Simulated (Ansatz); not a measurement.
The relaxed structure here is a generated cell of LaSeCl: the first start was made by placing the elements on the sites of a structure type, and the end was not matched to a known phase here, so it may be hypothetical.

The start is a generated cell, LaSeCl built in the AFLOW prototype ABC_hP3_187_a_d_f (as in BaSbPt). A full variable-cell relaxation at zero pressure is run with r2SCAN (plane waves to 500 eV, PAW, scalar-relativistic; Ansatz, an electronic-structure program). The first steps use a coarse 6×6×5 k-mesh.

The start:
```yaml
crystal:
  lattice:
    - [4.33965, 0.00000, 0.00000]
    - [-2.16983, 3.75825, 0.00000]
    - [0.00000, 0.00000, 4.67362]
  atoms:
    - { symbol: La, position: [0.00000, 0.00000, 0.00000] }
    - { symbol: Se, position: [0.33333, 0.66667, 0.50000] }
    - { symbol: Cl, position: [0.66667, 0.33333, 0.50000] }
```

Question: How does the volume per atom move from start to end?

Answer: -1.9 %, from 25.41 to 24.92 Å³/atom.

Question: How do the shortest distances between atoms change?

Answer: The closest pairs of elements (up to four, under 3.6 Å), start → end: Cl–Se 2.51 → 2.85 Å; Cl–La 3.43 → 3.36 Å; La–Se 3.43 → 3.36 Å; Se–Se 4.34 → 3.55 Å.

Question: What band gap does the relaxed structure have at this level?

Answer: Zero (metallic).

Question: The last rounds were run with spin polarisation. What moments result?

Answer: Net 0.06 μB/atom, ferromagnetic.

Question: Write out the relaxed structure.

Answer: 
Space group P-6m2 (No. 187); a = 4.9322 Å, b = 4.9322 Å, c = 3.5480 Å, α = 90.00°, β = 90.00°, γ = 120.00°

```json
[
 {"atom": "La", "site": "1a", "symmetry": "-6m2", "x": "0.0000", "y": "0.0000", "z": "0.0000"},
 {"atom": "Se", "site": "1d", "symmetry": "-6m2", "x": "0.3333", "y": "0.6667", "z": "0.5000"},
 {"atom": "Cl", "site": "1f", "symmetry": "-6m2", "x": "0.6667", "y": "0.3333", "z": "0.5000"}
]
```

The space group stays P-6m2 (No. 187) (the run could not lower it), with 3 atoms in the primitive magnetic cell. Final values are on a 11×11×13 k-mesh of the relaxed cell. The first round had no spin; a later round switched it on. Spin state reached: ferromagnetic (net 0.06 μB/atom); other spin orders were not run from this start. No Hubbard U is applied.

The run could not lose the symmetry of its start: the end is stationary, and may be a saddle point rather than a minimum.

All atoms sit on sites fixed by symmetry, so only the cell could relax.
